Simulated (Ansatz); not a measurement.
Te2Mo:
Space group P6₃/mmc (No. 194); a = 3.4966 Å, b = 3.4966 Å, c = 13.7005 Å, α = 90.00°, β = 90.00°, γ = 120.00°

| atom | site | symmetry | x | y | z |
|---|---|---|---|---|---|
| Te | 4f | 3m. | 0.6667 | 0.3333 | 0.1174 |
| Mo | 2c | -6m2 | 0.3333 | 0.6667 | 0.2500 |

Relaxed with PBE+D3(BJ).

**Question.** Which orbitals make up the states near the band edges in the program Ansatz at the PBE+D3(BJ) level (PAW)?

**Answer.** Top 1 eV of the valence band: Mo 4d 54 %, Te 5p 41 %. Bottom 1 eV of the conduction band: Mo 4d 69 %, Te 5p 24 %. Projections are on Löwdin-orthogonalised atomic valence shells; empty p or d shells of many metals are not among them.

**Question.** Tabulate the density of states.

**Answer.** States/eV per cell of 6 atoms, in 0.25 eV bins, energy from the valence-band maximum.

```
E (eV)  total  Te 5p  Mo 4d  Mo 5s
------  -----  -----  -----  -----
-7.85    0.00   0.00   0.00   0.00
-7.60    0.00   0.00   0.00   0.00
-7.35    0.00   0.00   0.00   0.00
-7.10    0.00   0.00   0.00   0.00
-6.85    0.00   0.00   0.00   0.00
-6.60    0.00   0.00   0.00   0.00
-6.35    0.00   0.00   0.00   0.00
-6.10    0.03   0.03   0.00   0.00
-5.85    0.92   0.68   0.13   0.07
-5.60    2.01   1.48   0.29   0.15
-5.35    2.69   1.96   0.44   0.18
-5.10    5.48   3.94   1.10   0.25
-4.85    6.59   4.75   1.50   0.12
-4.60    4.08   2.82   1.01   0.08
-4.35    2.75   1.86   0.68   0.07
-4.10    2.41   1.57   0.59   0.09
-3.85    5.43   3.51   1.40   0.15
-3.60    3.96   2.60   1.03   0.10
-3.35    5.80   3.45   1.76   0.15
-3.10    4.35   2.58   1.37   0.11
-2.85    5.32   3.08   1.87   0.08
-2.60    5.79   2.97   2.54   0.05
-2.35    4.38   2.09   2.08   0.03
-2.10    5.81   3.03   2.42   0.04
-1.85    7.76   4.25   3.06   0.05
-1.60    6.58   3.44   2.81   0.03
-1.35    7.87   3.73   3.77   0.06
-1.10    6.05   2.43   3.38   0.03
-0.85    3.24   1.21   1.90   0.02
-0.60    7.41   3.00   4.06   0.09
-0.35    4.10   1.68   2.23   0.05
-0.10    1.18   0.64   0.46   0.01
0.15     0.00   0.00   0.00   0.00
0.40     0.00   0.00   0.00   0.00
0.65     0.23   0.06   0.14   0.00
0.90     2.04   0.54   1.33   0.02
1.15     5.26   1.18   3.73   0.08
1.40     7.43   1.83   5.12   0.10
1.65     9.28   2.45   6.13   0.24
1.90     5.19   2.01   2.76   0.08
2.15     6.41   2.78   3.12   0.05
2.40     5.29   2.61   2.24   0.02
2.65     3.77   1.97   1.45   0.01
2.90     2.86   1.59   1.02   0.01
3.15     6.85   3.67   2.58   0.03
3.40     2.82   1.46   1.01   0.08
3.65     3.29   1.63   1.14   0.17
3.90     2.38   1.01   0.83   0.21
4.15     1.61   0.56   0.44   0.32
4.40     1.44   0.29   0.19   0.45
4.65     1.81   0.25   0.14   0.59
4.90     1.71   0.22   0.10   0.57
5.15     1.79   0.22   0.09   0.55
5.40     1.36   0.15   0.05   0.35
```

Space group P6_3/mmc. The PBE+D3(BJ) relaxation kept the symmetry of its start. No spin polarisation was allowed. Scalar-relativistic: spin–orbit coupling is off unless named, which matters more the heavier the elements.

Potentials: the later of the program's two PAW sets.
